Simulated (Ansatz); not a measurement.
MgInGaO4:
```cif
data_GaInMgO4
_chemical_formula_sum 'In1 Ga1 Mg1 O4'
_space_group_name_H-M_alt 'P 1'
_space_group_IT_number 1
_cell_length_a 8.65093
_cell_length_b 8.65093
_cell_length_c 8.65093
_cell_angle_alpha 22.288
_cell_angle_beta 22.288
_cell_angle_gamma 22.288
loop_
_space_group_symop_operation_xyz
  'x, y, z'
loop_
_atom_site_label
_atom_site_type_symbol
_atom_site_fract_x
_atom_site_fract_y
_atom_site_fract_z
_atom_site_occupancy
In1 In 0.99797 0.99797 0.99797 1
Ga1 Ga 0.21237 0.21237 0.21237 1
Mg1 Mg 0.78447 0.78447 0.78447 1
O1 O 0.13509 0.13509 0.13509 1
O2 O 0.87603 0.87603 0.87603 1
O3 O 0.28858 0.28858 0.28858 1
O4 O 0.70548 0.70548 0.70548 1
```

Relaxed with PBEsol.

Task: Decompose the optical modes at the zone centre into irreducible representations, and say which are infrared and Raman allowed.

Result: Point group 3m: Γ_opt = 6A1 + 6E. Infrared: A1, E. Raman: A1, E.

Task: Assign frequencies (DFPT, PBEsol (plane waves, PAW; program Ansatz); without the LO–TO term).

Result: E 99, A1 185, E 188, A1 316, E 343, E 346, A1 353, E 510, A1 514, E 549, A1 575, A1 645 cm⁻¹.

Space group R3m. A made-up cell: these elements were put on the sites of a structure type; neither database checked (COD, Materials Project) lists it. Its standing as an ambient phase is unchecked. Symmetry was held in the PBEsol relaxation; whether a distortion lowers the energy is not shown.

Potentials: the earlier of the program's two PAW sets. The files were generated under PBE; for other functionals the program regenerates the frozen cores, and for LDA and PBEsol the local potential too.
